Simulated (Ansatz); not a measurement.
Polymorphs of HfO2, each relaxed with plane-wave PAW HSE06 (Ansatz code):

A: fluorite (Fm-3m)
a = b = c = 5.056 Å, α = β = γ = 90.00°

```
atom  site  symmetry       x       y       z
----  ----  --------  ------  ------  ------
Hf      4a      m-3m  0.0000  0.0000  0.0000
O       8c      -43m  0.2500  0.2500  0.2500
```

B: rutile (P4_2/mnm)
a = b = 4.839 Å, c = 3.224 Å, α = β = γ = 90.00°

```csv
atom,site,symmetry,x,y,z
Hf,2a,m.mm,0.0000,0.0000,0.0000
O,4f,m.2m,0.3055,0.3055,0.0000
```

Q: Rank these by energy per atom at 0 K (lowest first), as HSE06 gives it.

A: B (+0 meV/atom), A (+43 meV/atom)

Q: Give each one's gap.

A: A 5.41 eV; B 5.65 eV.

Not the usual ambient phase: A; B. All cells were relaxed under the symmetry of their starts (and spin orders); stability against distortions was not tested throughout. Rows with no word on spin ran without spin polarisation. Spin–orbit coupling is left out wherever it is not named.

Potentials: the later of the program's two PAW sets.
